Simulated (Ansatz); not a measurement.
PbS:
```yaml
crystal:
  lattice:
    - [5.09787, 0.00000, 0.00000]
    - [0.00000, 5.09787, 0.00000]
    - [0.00000, 0.00000, 4.12752]
  atoms:
    - { symbol: Pb, position: [0.50000, 0.00000, 0.30407] }
    - { symbol: Pb, position: [0.00000, 0.50000, 0.69593] }
    - { symbol: S, position: [0.00000, 0.00000, 0.00000] }
    - { symbol: S, position: [0.50000, 0.50000, 0.00000] }
```

Relaxed with r²SCAN+D4. Special points in fractions of this cell's reciprocal vectors: Γ (0.000, 0.000, 0.000); X (0.000, 0.500, 0.000); M (0.500, 0.500, 0.000); Z (0.000, 0.000, 0.500); R (0.000, 0.500, 0.500); A (0.500, 0.500, 0.500).

**Question.** List the band energies nearest the valence-band maximum at these points for the program Ansatz at the r²SCAN+D4 with spin–orbit coupling level (PAW).

**Answer.** In eV from the valence-band maximum; about four levels below and three above (degenerate sets whole), none deeper than 8.9 eV; points with the same levels are listed once.

| k | below | above |
|---|---|---|
| Γ | -1.00 -1.00 -0.47 -0.47 | 2.52 2.52 3.90 3.90 |
| X | -0.35 -0.35 -0.35 -0.35 | 2.52 2.52 2.52 2.52 |
| M | -0.25 -0.25 -0.25 -0.25 | 1.57 1.57 1.57 1.57 |
| Z | -1.03 -1.03 -0.88 -0.88 | 1.03 1.03 1.58 1.58 |
| R | -0.91 -0.91 -0.91 -0.91 | 2.75 2.75 2.75 2.75 |
| A | -0.19 -0.19 -0.19 -0.19 | 3.98 3.98 3.98 3.98 |

Space group P4/nmm. The cell is a constructed one: a structure type filled with these elements; neither database checked (COD, Materials Project) lists it. It is not the phase usual at ambient conditions (space group No. 225). The r²SCAN+D4 relaxation kept the symmetry of its start; its stability against distortions is not shown here.

Potentials: the later of the program's two PAW sets.
